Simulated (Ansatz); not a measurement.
A trial cell of PtRhC4N4, before relaxation:

```cif
data_structure
_symmetry_space_group_name_H-M 'P-43m'
_symmetry_Int_Tables_number 215
_cell_length_a 5.8826
_cell_length_b 5.8826
_cell_length_c 5.8826
_cell_angle_alpha 90.000
_cell_angle_beta 90.000
_cell_angle_gamma 90.000
_cell_volume 203.57
loop_
_atom_site_label
_atom_site_type_symbol
_atom_site_symmetry_multiplicity
_atom_site_Wyckoff_symbol
_atom_site_fract_x
_atom_site_fract_y
_atom_site_fract_z
_atom_site_occupancy
Rh1 Rh 1 b 0.50000 0.50000 0.50000 1
Pt1 Pt 1 a 0.00000 0.00000 0.00000 1
C1 C 4 e 0.18814 0.18814 0.18814 1
N1 N 4 e 0.30297 0.30297 0.30297 1
```

Method: DFT PBE, scalar-relativistic, plane waves, PAW (Ansatz). Cutoff 420 eV, Gaussian smearing, Γ-centred meshes. Cell and atoms relax first on a coarse mesh and then on a finer one. In between, the cell is made exact in the group found at 0.06 Å. In metals the finer mesh still leaves noise of several meV/atom or more. The steps can't lower the symmetry of their start. Collinear spin, starting moments Rh 1.0 μB.

A guess keeps its type if space group and coordination stay and the shape of the cell changes little (axis ratios within about 15 %, angles within 6°); the volume may change.

Problem. Does it keep its structure type, or change into something else?

Solution. It keeps its type. The symmetry stays P-43m (No. 215). The volume per atom grows by 2.8 %, from 20.4 to 20.9 Å³. The shortest distance goes from 1.17 Å (C–N) to 1.19 Å (C–N). Counting neighbours within 15 % of an atom's shortest distance, the start has C 1, N 1, Pt 4, Rh 4 and the end C 1, N 1, Pt 4, Rh 4.

The zero of energy is the elements' standard structures at the same level (N₂ as a molecule); no fitted shifts are applied.

Problem. At what energy does it end?

Solution. +0.79 eV/atom. It can't be a ground state, since the elements alone are lower.

The last run used collinear spin, a 6×6×6 mesh for its 10-atom cell and Gaussian smearing of 0.10 eV. Spin–orbit coupling, which can matter for Pt, is left out. The reference form of C is held partly by dispersion forces, which this level lacks. Another magnetic order may lie lower. Symmetry constrained the relaxation, so the result can be a saddle point.
